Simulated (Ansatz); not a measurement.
SrO:
```yaml
crystal:
  lattice:
    - [0.00000, 2.58014, 2.58014]
    - [2.58014, 0.00000, 2.58014]
    - [2.58014, 2.58014, 0.00000]
  atoms:
    - { symbol: Sr, position: [0.50000, 0.50000, 0.50000] }
    - { symbol: O, position: [0.00000, 0.00000, 0.00000] }
```

r²SCAN (plane waves, PAW; program Ansatz) gives a gap of 3.80 eV without spin–orbit coupling, maximum at Γ, minimum at X.

**Question.** What happens when spin–orbit coupling is switched on?

**Answer.** The gap drops by 0.02 eV, to 3.78 eV; maximum at Γ, minimum at X.

**Question.** How large is the spin–orbit splitting of the valence top at Γ?

**Answer.** The fourfold level lies 0.06 eV above the split-off pair.

**Question.** Give the electron effective mass with spin–orbit coupling.

**Answer.** 0.40, 0.40, 1.2 mₑ (principal values).

**Question.** Give the hole effective mass with spin–orbit coupling, band 1 of 2 at the edge.

**Answer.** 4.5 along [100], 1.7 along [110], 1.3 along [111] (mₑ).

**Question.** Give the hole effective mass with spin–orbit coupling, band 2 of 2 at the edge.

**Answer.** 0.49 along [100], 0.59 along [110], 0.67 along [111] (mₑ).

Space group Fm-3m (rock salt). Symmetry was held in the r²SCAN relaxation; phonons on a q-mesh show no instability.

Potentials: the earlier of the program's two PAW sets.
